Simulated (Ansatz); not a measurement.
# Property card for VBiO4

VBiO$_{4}$:
```xyz
6
Lattice="3.8089 2.7214 0.0000 -3.8089 2.7214 0.0000 -2.9346 0.0000 4.3479" Properties=species:S:1:pos:R:3 pbc="T T T"
V      0.0000     1.9636     0.0000
Bi    -1.4673     5.0323     2.1740
O     -2.9240     1.0415     2.8721
O      1.3682     2.9445     0.1579
O     -4.3027     2.9445     4.1900
O     -0.0106     1.0415     1.4759
```

Space group C2 (No. 5); conventional cell a = 7.6178 Å, b = 5.4427 Å, c = 5.2456 Å, α = γ = 90.00°, β = 124.02°.

Method: plane-wave PAW PBEsol (Ansatz code). The cell and atoms are relaxed at this level. Other levels are named where they apply.

### Cell and energy

| Property | Value |
|---|---|
| Volume per atom | 15.02 Å³ |
| Density | 5.97 g/cm³ |
| Formation energy from the elements (no fitted shifts) | -1.91 eV/atom |

### Electronic structure

| Property | Result |
|---|---|
| Band gap | 2.81 eV (smallest direct gap 2.83 eV) |
| Valence-band maximum | at Y2 (k = 0.500, 0.500, 0.000 in fractions of the reciprocal vectors) |
| Conduction-band minimum | at M2 (k = 0.500, 0.500, 0.500 in fractions of the reciprocal vectors) |
| Electron effective mass | 0.72, 1.4, 2.2 mₑ (principal values) |
| Hole effective mass | 1.7, 2.1, 23 mₑ (principal values) |
| HSE06 gap on the PBEsol cell | 4.33 eV |
| Gap with spin–orbit coupling | 2.48 eV |

### Mechanics

| Quantity | Value |
|---|---|
| Bulk modulus (Birch–Murnaghan fit) | 206 kbar |
| Pressure derivative B′ | 8.5 |

### Dielectric response

| Property | Result |
|---|---|
| Electronic dielectric constant ε∞ (DFPT) | 5.42 (xx), 4.48 (yy), 5.28 (zz) |
| Born charges (a third of the trace) | V +4.01, Bi +4.84, O -2.26 to -2.17 e |

The first step of the workflow began from a Materials Project structure, measured or hypothetical; the Crystallography Open Database copy checked does not list it. It is not the phase usual at ambient conditions (space group No. 88). The cell was relaxed with PBEsol under the symmetry of its start; whether a distortion lowers the energy is not shown. The run is not spin-polarised. No Hubbard U is applied. The references are the lowest solids computed at this level, not always the standard phases (solids in place of the gases). Scalar-relativistic: spin–orbit coupling is off unless named, which matters more the heavier the elements.

Potentials: the later of the program's two PAW sets.
